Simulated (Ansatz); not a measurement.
An elastic tensor (GPa, Voigt order, standard axes) from plane-wave PAW PBEsol (Ansatz code):

```
 198  83.1   100   0.0   0.0   0.0
83.1   198   100   0.0   0.0   0.0
 100   100   214   0.0   0.0   0.0
 0.0   0.0   0.0   128   0.0   0.0
 0.0   0.0   0.0   0.0   128   0.0
 0.0   0.0   0.0   0.0   0.0  57.2
```

**Question.** Pick the material that matches.
(A) Ti2GeC, P6_3/mmc (Ti on 4f, Ge on 2d, C on 2a)
(B) TiAs, P6_3/mmc (Ti on 4f, As on 2a, As on 2d)
(C) AlRu2C, P6_3/mmc (Al on 2d, Ru on 4f, C on 2a)
(D) AlCr2C, P6_3/mmc (Al on 2d, Cr on 4f, C on 2a)

**Answer.** B, TiAs, P6_3/mmc (Ti on 4f, As on 2a, As on 2d)

The workflow started from a Materials Project entry (that database holds measured and hypothetical structures alike); the Crystallography Open Database files this formula in space group No. 194, but the cells were not matched. Whether it is the stable phase at ambient conditions was not checked. The PBEsol relaxation kept the symmetry of its start; whether a distortion lowers the energy is not shown. The run is not spin-polarised. As this level gives no gap, shear constants depend on the k-mesh and smearing (Fermi–Dirac, 0.1 eV here).

Potentials: the later of the program's two PAW sets.
